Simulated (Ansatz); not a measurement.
A geometry of Nb away from equilibrium: step 19 of the relaxation of a generated cell, Nb built in the AFLOW prototype A_hR12_166_2h (as in B). Method: PBE (plane waves to 420 eV, PAW, scalar-relativistic; Ansatz, a quantum-chemistry and plane-wave program). Γ-centred k-mesh 5×5×5 on the run's cell (coarser than for final values), Fermi–Dirac smearing 0.05 eV.

```xyz
12
Lattice="3.1355 1.8103 7.6560 -3.1355 1.8103 7.6560 0.0000 -3.6206 7.6560" Properties=species:S:1:pos:R:3:forces:R:3 pbc="T T T" free_energy=-54612.570 pressure_GPa=3.2
Nb    -1.4968     0.8642     5.0874   -0.0005    0.0003   -0.1245
Nb     0.0000    -1.7284     5.0874    0.0000   -0.0006   -0.1245
Nb     1.4968     0.8642     5.0874    0.0005    0.0003   -0.1245
Nb     1.4968    -0.8642    17.8804    0.0005   -0.0003    0.1245
Nb     0.0000     1.7284    17.8804    0.0000    0.0006    0.1245
Nb    -1.4968    -0.8642    17.8804   -0.0005   -0.0003    0.1245
Nb    -1.3603     0.7854     8.4714   -0.0694    0.0401    0.0028
Nb     0.0000    -1.5708     8.4714    0.0000   -0.0802    0.0028
Nb     1.3603     0.7854     8.4714    0.0694    0.0401    0.0028
Nb     1.3603    -0.7854    14.4964    0.0694   -0.0401   -0.0028
Nb     0.0000     1.5708    14.4964    0.0000    0.0802   -0.0028
Nb    -1.3603    -0.7854    14.4964   -0.0694   -0.0401   -0.0028
```

Positions in Å, forces in eV/Å, free energy of the cell in eV (comparable only within this code, potentials and settings). Largest force: 0.12 eV/Å, on Nb1, Nb2, Nb3, Nb4, Nb5, Nb6 (atoms numbered as listed); the geometry lies 0.24 eV/atom above the end of its relaxation.

No spin polarisation in the result.

The run could not lose the symmetry of its start: the end is stationary, and may be a saddle point rather than a minimum.

The end of the path is a generated cell of Nb: the first start was made by placing the elements on the sites of a structure type, and the end was not matched to a known phase here, so it may be hypothetical. Known forms of Nb include space group No. 229.
